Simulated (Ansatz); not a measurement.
# Ba (bcc)

Level of theory: DFT, PBE with spin–orbit coupling, two-component spinors; plane waves to 420 eV with PAW datasets (Ansatz 0.2.0), 12×12×12 k-mesh, Gaussian smearing of 0.05 eV. The datasets are Ansatz's generated set soft_2.

```cif
data_structure
_symmetry_space_group_name_H-M 'P 1'
_symmetry_Int_Tables_number 1
_cell_length_a 4.3474
_cell_length_b 4.3474
_cell_length_c 4.3474
_cell_angle_alpha 109.471
_cell_angle_beta 109.471
_cell_angle_gamma 109.471
_cell_volume 63.25
loop_
_atom_site_label
_atom_site_type_symbol
_atom_site_fract_x
_atom_site_fract_y
_atom_site_fract_z
_atom_site_occupancy
Ba1 Ba 0.00000 0.00000 0.00000 1
```

Path: Γ–H–N–Γ–P–H | P–N, with Γ = (0.000, 0.000, 0.000), H = (0.500, -0.500, 0.500), N = (0.000, 0.000, 0.500), P = (0.250, 0.250, 0.250) in reciprocal vectors of the calculation's cell.

Bands as a text map, energy in eV from the Fermi level (dashes), each leg drawn with the same width:
```
  5.57 |  * **      ******      *****   * ** *         *     ***** ** 
  5.14 |**       * **  ****** **    ******             ***      ******
  4.71 |         ******    ***               *       **  **     * ****
  4.29 |        * ********    *             * *    **     *   **      
  3.86 |   **  * ***      **** *           * ******     **************
  3.43 |***  ** ** **        *****   **    ***  *  ******* **  ****** 
  3.00 | *   ****   *      **  ******* ****          *               *
  2.57 |  * *  *     *    *       *      *              *             
  2.14 |  **  *       *  *         **  **                             
  1.71 |******         **          ******              *              
  1.29 |    *           ** ***   **      **                       ****
  0.86 |     *           ********          **     *   *      ***** ***
  0.43 |      *         *                   **********     ********   
  0.00 |-------*------**----------------------*---***-**------**------
 -0.43 |      ************                   *          ***     **    
 -0.86 |     *            *****             *                     ****
 -1.29 |    *                  **          *                          
 -1.71 |                         *        *                           
 -2.14 |   *                      **     *                            
 -2.57 |***                         *****                             
 -3.00 |                                                              
 -3.43 |                                                              
 -3.86 |                                                              
 -4.29 |                                                              
 -4.71 |                                                              
 -5.14 |                                                              
 -5.57 |                                                              
 -6.00 |                                                              
        Γ         H         N         Γ         P         HP         N
```

Task: By these bands, is it a metal or an insulator, and if it has a gap, where are the band edges on this path?

Result: A metal: bands cross the Fermi level.
